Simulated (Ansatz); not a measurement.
Given:

In₂O₃:
```cif
data_In4O6
_chemical_formula_sum 'In4 O6'
_space_group_name_H-M_alt 'P 1'
_space_group_IT_number 1
_cell_length_a 5.80295
_cell_length_b 5.80295
_cell_length_c 5.80295
_cell_angle_alpha 56.662
_cell_angle_beta 56.662
_cell_angle_gamma 56.662
loop_
_space_group_symop_operation_xyz
  'x, y, z'
loop_
_atom_site_label
_atom_site_type_symbol
_atom_site_fract_x
_atom_site_fract_y
_atom_site_fract_z
_atom_site_occupancy
In1 In 0.14295 0.14295 0.14295 1
In2 In 0.85705 0.85705 0.85705 1
In3 In 0.35705 0.35705 0.35705 1
In4 In 0.64295 0.64295 0.64295 1
O1 O 0.54660 0.25000 0.95340 1
O2 O 0.45340 0.75000 0.04660 1
O3 O 0.95340 0.54660 0.25000 1
O4 O 0.04660 0.45340 0.75000 1
O5 O 0.25000 0.95340 0.54660 1
O6 O 0.75000 0.04660 0.45340 1
```

This is the r²SCAN-relaxed structure.

Question: All from r²SCAN in the plane-wave PAW code Ansatz, unless another level is named. Predict the hole effective mass with spin–orbit coupling.

Answer: 0.70, 2.7, 15 mₑ (principal values).

Question: Predict the formation energy from the elements (no fitted shifts).

Answer: -1.80 eV/atom.

Question: Next, the weight of the valence-edge state by species (Voronoi cells)?

Answer: O 94 %, In 6 %.

Space group R-3c (corundum). The workflow started from a Materials Project entry (that database holds measured and hypothetical structures alike); the Crystallography Open Database files this formula in space group No. 167, but the cells were not matched. It is not the phase usual at ambient conditions (space group No. 206). The r²SCAN relaxation kept the symmetry of its start; whether a distortion lowers the energy is not shown. The references are the lowest solids computed at this level, not always the standard phases (solids in place of the gases). Scalar-relativistic: spin–orbit coupling is off unless named, which matters more the heavier the elements.

Potentials: the later of the program's two PAW sets.

Edges and masses are those of Kohn–Sham bands, whose gap is no quasiparticle gap.
